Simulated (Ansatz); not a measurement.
A crystal relaxed with r2SCAN in the PAW code Ansatz has space group P-4m2 (No. 115) and a = 2.796 Å, c = 4.090 Å.

```csv
atom,site,x,y,z
C,2g,0.5000,0.0000,0.7863
C,1b,0.5000,0.5000,0.0000
Xx,1d,0.0000,0.0000,0.5000
```

The r2SCAN gap is indirect, 1.65 eV (Γ to M–Γ (0.15 of the way from M)), below the direct gap of 2.15 eV at Γ. The HSE06 gap is indirect, 2.33 eV (k = (-0.004, 0, 0) to M–Γ (0.15 of the way from M)), below the direct gap of 2.89 eV at Γ. The PBE0 gap is indirect, 3.06 eV (Γ to M–Γ (0.15 of the way from M)), below the direct gap of 3.63 eV at Γ. Meshes: r2SCAN 10×10×6, HSE06 6×6×4, PBE0 6×6×4. r2SCAN's ε∞ is 6.8 along x and y, 6.9 along z.

Problem. Which element is Xx?
A. Sn
B. Pb
C. Ge
D. Si

Solution. D. Xx is Si: SiC3, ordered on the diamond lattice (P-4m2) with 4 atoms a cell. C has 2 C at 1.65 Å and 2 Si at 1.82 Å; C has 4 C at 1.65 Å; Si has 4 C at 1.82 Å.

Note: simulated data, non-magnetic, for a generated structure that need not be the stable one.

Where an edge lies off the special points, it is a point of the mesh or the k point where a search put PBE's edge or least direct gap, reused for the other functionals, whose own edges may lie a little apart.

Coordinates of k points refer to the reciprocal vectors of the primitive cell of the runs.

The meshes of the hybrids are coarse, so their gaps aren't converged to the digits shown.
